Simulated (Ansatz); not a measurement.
Relaxation of a relaxed TiTe2 cell shaken by Gaussian noise of σ = 0.08 Å a coordinate; 9 atoms in the cell, which starts as P1 (No. 1), aP9; a = 3.790 Å, b = c = 7.968 Å, α = 120.00°, β = γ = 90.00°. All values below come from PBE (plane waves to 420 eV, PAW, scalar-relativistic; Ansatz, a program for electronic structure). Γ-centred k-mesh 4×4×6 on the run's cell (coarser than for final values), Fermi–Dirac smearing 0.05 eV. This is the first round of the run. 

The optimiser's lines from the output (shortened; P is positive under compression):

```
relax step   1: F+E_penalty+E_count = -49382.00821104 eV  Δ(F+E_penalty+E_count) = +0.000e0 eV  max|allowed force component| = 1.719e0 eV/Å  Δτ_max = 0.0000 Å  P = +2.396 GPa  Ω = 208.429 Å³  (8 SCF iters, dr2 threshold 1.00e-7 eV, accepted)
relax step   2: F+E_penalty+E_count = -49382.70351320 eV  Δ(F+E_penalty+E_count) = -6.953e-1 eV  max|allowed force component| = 5.471e-1 eV/Å  Δτ_max = 0.1949 Å  P = -0.710 GPa  Ω = 211.602 Å³  (7 SCF iters, dr2 threshold 9.00e-7 eV, accepted)
relax step   3: F+E_penalty+E_count = -49382.78418897 eV  Δ(F+E_penalty+E_count) = -8.068e-2 eV  max|allowed force component| = 1.719e-1 eV/Å  Δτ_max = 0.1329 Å  P = +0.736 GPa  Ω = 208.222 Å³  (7 SCF iters, dr2 threshold 9.00e-7 eV, accepted)
relax step   4: F+E_penalty+E_count = -49382.81999861 eV  Δ(F+E_penalty+E_count) = -3.581e-2 eV  max|allowed force component| = 9.928e-3 eV/Å  Δτ_max = 0.0381 Å  P = -0.119 GPa  Ω = 209.164 Å³  (6 SCF iters, dr2 threshold 9.00e-7 eV, accepted)
relax step   5: F+E_penalty+E_count = -49382.82210667 eV  Δ(F+E_penalty+E_count) = -2.108e-3 eV  max|allowed force component| = 2.615e-2 eV/Å  Δτ_max = 0.0047 Å  P = -0.096 GPa  Ω = 208.700 Å³  (6 SCF iters, dr2 threshold 3.95e-7 eV, accepted)
relax step   6: F+E_penalty+E_count = -49382.82245477 eV  Δ(F+E_penalty+E_count) = -3.481e-4 eV  max|allowed force component| = 1.362e-2 eV/Å  Δτ_max = 0.0054 Å  P = +0.045 GPa  Ω = 208.223 Å³  (6 SCF iters, dr2 threshold 5.97e-8 eV, accepted)
relax step   7: F+E_penalty+E_count = -49382.82248662 eV  Δ(F+E_penalty+E_count) = -3.185e-5 eV  max|allowed force component| = 7.068e-4 eV/Å  Δτ_max = 0.0013 Å  P = -0.001 GPa  Ω = 208.338 Å³  (6 SCF iters, dr2 threshold 1.55e-8 eV, accepted)
relax step   8: F+E_penalty+E_count = -49382.82247540 eV  Δ(F+E_penalty+E_count) = +1.122e-5 eV  max|allowed force component| = 7.066e-4 eV/Å  Δτ_max = 0.0000 Å  P = -0.001 GPa  Ω = 208.338 Å³  stress off target by 1.77e-3 GPa  SCF on the basis re-selected at this cell (its energy is not comparable with the rows above)  (8 SCF iters)
```

From the first to the last row the energy changes by -0.09 eV/atom and the volume by 0.0 %. The last row is marked as not comparable with the walk above it, whose basis was carried along; it does compare with step 1, since both stand on a basis selected at the nominal cutoff for their own cell.

Later rounds, restarted from the end of this one on a renewed k-mesh, logged 3 more steps and released under 0.01 eV/atom more. The final structure after all rounds: P-62m (No. 189), hP9, AFLOW prototype A2B_hP9_189_fg_bc (C22, as in Fe2P); a = 7.9683 Å, b = 7.9683 Å, c = 3.7905 Å, α = 90.00°, β = 90.00°, γ = 120.00°. Between re-selections the logged energies stand on a plane-wave basis carried along with the cell. No spin polarisation in the result.

The relaxed structure here is a generated cell of TiTe2: the first start was made by placing the elements on the sites of a structure type, and the end was not matched to a known phase here, so it may be hypothetical. Known forms of TiTe2 include space group No. 164.
